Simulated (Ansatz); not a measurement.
The relaxed structure here is a generated cell of TiC: the first start was made by placing the elements on the sites of a structure type, and the end was not matched to a known phase here, so it may be hypothetical. Known forms of TiC include space group No. 225.

One starting cell of TiC (a generated trial cell of TiC in the CoSn structure type) was relaxed twice with Ansatz (plane waves, PAW, scalar-relativistic): with r2SCAN at 500 eV and with PBE at 420 eV. The r2SCAN result:

```cif
data_C3Ti3
_chemical_formula_sum 'Ti3 C3'
_space_group_name_H-M_alt 'P6/mmm'
_space_group_IT_number 191
_space_group_name_Hall '-P 6 2'
_cell_length_a 5.31242
_cell_length_b 5.31242
_cell_length_c 2.96310
_cell_angle_alpha 90.000
_cell_angle_beta 90.000
_cell_angle_gamma 120.000
loop_
_atom_site_label
_atom_site_type_symbol
_atom_site_symmetry_multiplicity
_atom_site_Wyckoff_symbol
_atom_site_fract_x
_atom_site_fract_y
_atom_site_fract_z
_atom_site_occupancy
Ti1 Ti 3 f 0.00000 0.50000 0.00000 1
C1 C 1 a 0.00000 0.00000 0.00000 1
C2 C 2 d 0.33333 0.66667 0.50000 1
```

```csv
quantity,r2SCAN,PBE
space group,P6/mmm,P6/mmm
volume (Å³/atom),12.07,…
a (Å),5.312,…
c (Å),2.963,…
"gap (eV, no spin-orbit coupling)",0.00,…
```

Fill in the PBE column.


- volume (Å³/atom), PBE: 12.17
- a (Å), PBE: 5.327
- c (Å), PBE: 2.970
- gap (eV, no spin-orbit coupling), PBE: 0.00

Both levels end in the same structure; PBE's volume is 0.8 % larger. Neither column is exact.

No spin polarisation in the result.

The run could not lower the symmetry of its start; a shaken copy of this end point relaxes with r2SCAN to Fm-3m (No. 225), 1.13 eV/atom lower.

Ansatz is a quantum-chemistry and plane-wave program.
